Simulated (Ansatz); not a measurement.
**A trial form of LiSe₆**

The calculation used Ansatz, DFT PBE+D3(BJ), scalar-relativistic, plane waves, PAW. Cutoff 420 eV, Gaussian smearing, Γ-centred meshes. Cell and atoms relax first on a coarse mesh and then on a finer one. In between, the cell is made exact in the group found at 0.06 Å. In metals the finer mesh still leaves noise of several meV/atom or more. The steps can't lower the symmetry of their start. No spin polarisation.

A trial structure of LiSe₆ was built thus: Li between graphite sheets, stage 1 (P6/mmm, No. 191) (host Se; sites filled 1 of 3). The dimensions are guesses.

```
CELL_PARAMETERS angstrom
6.71676 0.00000 0.00000
-3.35838 5.81688 0.00000
0.00000 0.00000 2.20000
ATOMIC_POSITIONS crystal
Li 0.00000 0.00000 0.50000
Se 0.33333 0.33333 0.00000
Se 0.00000 0.66667 0.00000
Se 0.66667 0.00000 0.00000
Se 0.00000 0.33333 0.00000
Se 0.66667 0.66667 0.00000
Se 0.33333 0.00000 0.00000
```

Formation energies are uncorrected and refer to the elements' standard structures at the same level.

Problem. Where does the relaxation end?

Solution. The symmetry stays P6/mmm (No. 191). The volume per atom grows by 98.9 %, from 12.3 to 24.4 Å³. The shortest distance goes from 2.20 Å (Li–Li and Se–Se) to 2.64 Å (Li–Li and Se–Se). The energy falls by about 2.8 eV/atom (the start's value is from the coarse mesh). Conventional cell: a = 8.641 Å, c = 2.644 Å. Li is surrounded by 2 Li at 2.64 Å and 12 Se at 3.10 Å; around Se lie 4 Se at 2.64–2.80 Å, 1 Se at 3.04 Å and 2 Li at 3.10 Å.

```cif
data_structure
_symmetry_space_group_name_H-M 'P 1'
_symmetry_Int_Tables_number 1
_cell_length_a 8.6409
_cell_length_b 8.6409
_cell_length_c 2.6440
_cell_angle_alpha 90.000
_cell_angle_beta 90.000
_cell_angle_gamma 120.000
_cell_volume 170.97
loop_
_atom_site_label
_atom_site_type_symbol
_atom_site_fract_x
_atom_site_fract_y
_atom_site_fract_z
_atom_site_occupancy
Li1 Li 0.00000 0.00000 0.50000 1
Se1 Se 0.32402 0.32402 0.00000 1
Se2 Se 0.00000 0.67598 0.00000 1
Se3 Se 0.67598 0.00000 0.00000 1
Se4 Se 0.00000 0.32402 0.00000 1
Se5 Se 0.67598 0.67598 0.00000 1
Se6 Se 0.32402 0.00000 0.00000 1
```

Problem. How does it come out in energy, and is it a metal?

Solution. The energy over the elements is +0.10 eV/atom and the gap on the 6×6×14 mesh of the 7-atom cell is 0 eV (a metal).

The separate elements lie lower, so it is unstable against them.

The last run used Gaussian smearing of 0.10 eV. An odd number of electrons in the primitive cell allows no gap without spin; a larger cell or a magnetic state could open one. A structure relaxed within its symmetry needn't be a true minimum. In all, the 3 runs took 4.4 min on 1 thread of Arm Neoverse V2 (shared host).
